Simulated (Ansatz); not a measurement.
SrAs₄Rh₆:
Space group P-6m2 (No. 187); a = 7.2415 Å, b = 7.2415 Å, c = 3.8361 Å, α = 90.00°, β = 90.00°, γ = 120.00°

```
atom  site  symmetry       x       y       z
----  ----  --------  ------  ------  ------
Sr      1a      -6m2  0.0000  0.0000  0.0000
As      3k       mm2  0.3814  0.1907  0.5000
Rh      3j       mm2  0.5348  0.0696  0.0000
As      1c      -6m2  0.3333  0.6667  0.0000
Rh      3k       mm2  0.2022  0.4044  0.5000
```

Relaxed with r²SCAN.

Q: Tabulate the valence density and the electron localisation function along the shortest Rh–Rh contact (2.85 Å), DFT-r²SCAN in the program Ansatz with PAW potentials.

A: 

```csv
distance from Rh (Å),density (e/Å³),ELF
0.28,11.73,0.77
0.43,8.58,0.74
0.57,5.52,0.68
0.71,3.04,0.56
0.85,1.40,0.40
1.00,0.67,0.26
1.14,0.41,0.20
1.28,0.30,0.20
1.42,0.28,0.22
1.57,0.30,0.20
1.71,0.41,0.20
1.85,0.67,0.26
1.99,1.40,0.40
2.14,3.04,0.56
2.28,5.52,0.68
2.42,8.58,0.74
2.56,11.73,0.77
```

The density is the valence pseudo-density with augmentation charge, so density and ELF within about 1 Å of a nucleus are not all-electron values.

The workflow started from an entry of the Crystallography Open Database (COD). Its standing as an ambient phase is unchecked. The cell was relaxed with r²SCAN under the symmetry of its start; whether a distortion lowers the energy is not shown. The run is not spin-polarised.

Potentials: the later of the program's two PAW sets.
